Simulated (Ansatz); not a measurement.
NbSi in space group I4_1md (No. 109; Nb on 4a, Si on 4a) at seven volumes, DFT-PBE in the program Ansatz with PAW potentials, shape and atoms relaxed at each. One row is withheld.

| V (Å³/atom) | P (GPa) |
|---|---|
| 15.675 | ? |
| 16.192 | 10.73 |
| 16.709 | 4.96 |
| 17.226 | 0.00 |
| 17.742 | -4.26 |
| 18.259 | -7.92 |
| 18.776 | -11.06 |

Fit the shown pressures and predict the withheld one.

P = (3/2)B₀(x^(7/2) − x^(5/2))[1 + (3/4)(B′ − 4)(x − 1)] with x = (V₀/V)^(2/3). Least squares on the six rows gives V₀ = 17.226 Å³/atom, B₀ = 153 GPa, B′ = 4.07. At V = 15.675, x = 1.0649 and P = 17.50 GPa. The run itself gave 17.43 GPa.

A made-up cell: these elements were put on the sites of a structure type; neither database checked (COD, Materials Project) lists it. Whether it is the stable phase at ambient conditions was not checked. The cell was relaxed with PBE under the symmetry of its start; whether a distortion lowers the energy is not shown. The run is not spin-polarised.

Potentials: the later of the program's two PAW sets.
